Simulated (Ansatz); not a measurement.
CrO$_{2}$ (rutile)

```xyz
6
Lattice="4.4446 0.0000 0.0000 0.0000 4.4446 0.0000 0.0000 0.0000 2.9209" Properties=species:S:1:pos:R:3 pbc="T T T"
Cr     0.0000     0.0000     0.0000
Cr     2.2223     2.2223     1.4604
O      1.3493     1.3493     0.0000
O      3.5715     0.8730     1.4604
O      0.8730     3.5715     1.4604
O      3.0953     3.0953     0.0000
```

E(V) scan at fixed shape, V₀ the volume above. The atoms relax within the cell's symmetry.

These are PBE (plane waves to 420 eV, PAW, scalar-relativistic; Ansatz, a program for electronic structure) values and carry that method's errors. k mesh 11×11×16 (Γ-centred), Fermi-Dirac smearing 0.05 eV. Energies are smeared free energies. Stress and pressure are positive under compression. With the shape held, the modulus is that of even scaling; a crystal free to change shape is softer. CrO2 is run spin-polarised and with no Hubbard U. CrO2 was relaxed with its symmetry unable to fall. Relaxed CrO2 ends ferromagnetic. The magnetic order is the one the run started from; other orders were not tried. The zero of ΔE is the relaxed starting cell. The last digit holds for this mesh only.

| V (Å³/atom) | ΔE (meV/atom) |
|---|---|
| 8.655 | 86.1 |
| 8.815 | 57.8 |
| 8.975 | 35.8 |
| 9.136 | 19.4 |
| 9.296 | 8.3 |
| 9.456 | 2.0 |
| 9.617 | 0.0 |
| 9.777 | 1.9 |
| 9.937 | withheld |
| 10.097 | 16.1 |
| 10.258 | 27.7 |
| 10.418 | 41.9 |
| 10.578 | 58.6 |

**Question.** Fit a third-order Birch-Murnaghan form (E₀, V₀, B₀, B₀′ free) to the given rows and predict ΔE at V = 9.937.

**Answer.** Least squares on the 12 given rows: ΔE = E₀ + (9V₀B₀/16)·y²·[2 + (B₀′ − 4)y], y = (V₀/V)^(2/3) − 1, with V₀ = 9.616 Å³/atom, B₀ = 234.5 GPa (160.2 GPa = 1 eV/Å³; the term in eV is multiplied by 1000), B₀′ = 4.78, E₀ = 0.01 meV/atom; root-mean-square residual 0.04 meV/atom. At 9.937 the fit gives 7.4 meV/atom; the calculation gives 7.4 meV/atom, the same to the digits shown. For the pressure the fit gives -7.1 GPa against the computed -7.1 GPa.

(Under strain, the slope of the energy per volume gives the stress and its curvature an elastic modulus.)
